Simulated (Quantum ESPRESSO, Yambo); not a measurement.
ZnS (zinc blende, space group F-43m, No. 216) under isotropic strain (on all lattice vectors), counted from the cell relaxed with PBEsol, atoms relaxed at each step. PBEsol (Quantum ESPRESSO, PseudoDojo norm-conserving, 84 Ry, without SOC); G0W0 in Yambo (4×4×4 Γ-centred k mesh, bands 5 to 151 and a 14 Ry block in the screening, 151 bands in G with the Bruneval-Gonze terminator, plasmon pole fitted at 27.2 eV).

| strain (%) | PBEsol gap (eV) | kind | G0W0 direct gap (eV) |
|---|---|---|---|
| -3 | 2.49 | direct | 3.86 at Γ |
| -1.5 | 2.29 | direct | 3.63 at Γ |
| -0.7 | ? | direct | ? |
| 0 | 2.09 | direct | 3.43 at Γ |
| +1 | 1.96 | direct | 3.28 at Γ |
| +2 | 1.84 | direct | 3.14 at Γ |

Estimate the withheld gaps from the other strains; the computed values follow.


- -0.7, PBEsol gap (eV): 2.18
- -0.7, G0W0 direct gap (eV): 3.53 at Γ

GW, BSE and RPA settings are held fixed; their convergence isn't established. Strains are linear. The screening block changes size along the series (229 vectors at -3 %, 259 vectors at -1.5 %, 259 vectors at -0.7 %, 283 vectors at +0 %, 283 vectors at +1 %, 283 vectors at +2 %), which puts steps into the G0W0 values.
